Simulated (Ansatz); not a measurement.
ZrCoF6:
```
CELL_PARAMETERS angstrom
      2.73255     1.57764     4.62672
     -2.73255     1.57764     4.62672
      0.00000    -3.15528     4.62672
ATOMIC_POSITIONS crystal
  Co 0.00000 0.00000 0.00000
  Zr 0.50000 0.50000 0.50000
  F  0.25242 0.65736 0.84145
  F  0.65736 0.84145 0.25242
  F  0.84145 0.25242 0.65736
  F  0.74758 0.34264 0.15855
  F  0.34264 0.15855 0.74758
  F  0.15855 0.74758 0.34264
```
The run is spin-polarised; directions of the spins, atom by atom: ↑ 0 0 0 0 0 0 0.

Relaxed with r²SCAN. Independent-particle spectrum: no excitons, no local fields, no scissors shift; 0.1 eV broadening; ε₁ of the summed bands alone.

Problem. Tabulate the dielectric function from DFT-r²SCAN in the program Ansatz with PAW potentials.

Solution. 

| E (eV) | ε₁ xx | ε₂ xx | ε₁ zz | ε₂ zz |
|---|---|---|---|---|
| 0.0 | 2.21 | 0.00 | 2.21 | 0.00 |
| 0.3 | 2.21 | 0.00 | 2.21 | 0.00 |
| 0.6 | 2.22 | 0.00 | 2.21 | 0.00 |
| 0.9 | 2.23 | 0.00 | 2.22 | 0.00 |
| 1.2 | 2.24 | 0.00 | 2.23 | 0.00 |
| 1.5 | 2.25 | 0.00 | 2.25 | 0.00 |
| 1.8 | 2.29 | 0.00 | 2.29 | 0.00 |
| 2.1 | 2.23 | 0.04 | 2.21 | 0.05 |
| 2.4 | 2.29 | 0.00 | 2.29 | 0.00 |
| 2.7 | 2.34 | 0.00 | 2.33 | 0.00 |
| 3.0 | 2.42 | 0.01 | 2.42 | 0.02 |
| 3.3 | 2.41 | 0.07 | 2.40 | 0.09 |
| 3.6 | 2.56 | 0.00 | 2.53 | 0.00 |
| 3.9 | 2.63 | 0.86 | 2.79 | 0.78 |
| 4.2 | 2.05 | 0.12 | 2.02 | 0.14 |
| 4.5 | 2.38 | 0.00 | 2.36 | 0.00 |
| 4.8 | 2.57 | 0.00 | 2.56 | 0.00 |
| 5.1 | 3.05 | 0.30 | 3.04 | 0.20 |
| 5.4 | 2.43 | 0.43 | 2.42 | 0.50 |
| 5.7 | 2.21 | 0.24 | 2.17 | 0.26 |
| 6.0 | 2.77 | 0.08 | 2.73 | 0.06 |
| 6.3 | 2.80 | 0.64 | 2.83 | 0.59 |
| 6.6 | 2.75 | 0.30 | 2.90 | 0.31 |
| 6.9 | 2.62 | 0.27 | 2.63 | 0.30 |
| 7.2 | 3.30 | 0.18 | 3.41 | 0.23 |
| 7.5 | 3.54 | 0.69 | 3.69 | 0.94 |
| 7.8 | 3.75 | 0.62 | 3.60 | 0.98 |
| 8.1 | 5.32 | 2.40 | 5.02 | 2.81 |
| 8.4 | 3.18 | 4.44 | 2.68 | 4.34 |
| 8.7 | 0.85 | 3.68 | 0.82 | 3.62 |
| 9.0 | 0.42 | 2.26 | 0.29 | 2.11 |
| 9.3 | 0.69 | 1.42 | 0.68 | 1.28 |
| 9.6 | 1.05 | 1.15 | 1.05 | 1.09 |
| 9.9 | 1.27 | 0.96 | 1.24 | 0.96 |
| 10.2 | 1.60 | 0.93 | 1.53 | 0.90 |
| 10.5 | 1.73 | 1.09 | 1.65 | 1.08 |
| 10.8 | 1.60 | 1.33 | 1.54 | 1.27 |
| 11.1 | 1.42 | 0.99 | 1.37 | 0.98 |
| 11.4 | 1.96 | 0.98 | 1.79 | 0.95 |
| 11.7 | 2.00 | 1.60 | 1.92 | 1.40 |
| 12.0 | 1.48 | 1.74 | 1.48 | 1.61 |

With all bands, ε∞ without local fields is 2.39 (xx = yy), 2.39 (zz).

Space group R-3. The workflow started from an entry of the Crystallography Open Database (COD), which files this formula under 2 space groups. Whether it is the stable phase at ambient conditions was not checked. The cell was relaxed with r²SCAN under the symmetry of its start; its stability against distortions is not shown here. Spin order of the final state: ferromagnetic, the only order run, not a proven ground state. Other orbital occupations within this spin state were not tried. No Hubbard U is applied. Scalar-relativistic: spin–orbit coupling is off unless named, which matters more the heavier the elements.

Potentials: the later of the program's two PAW sets.
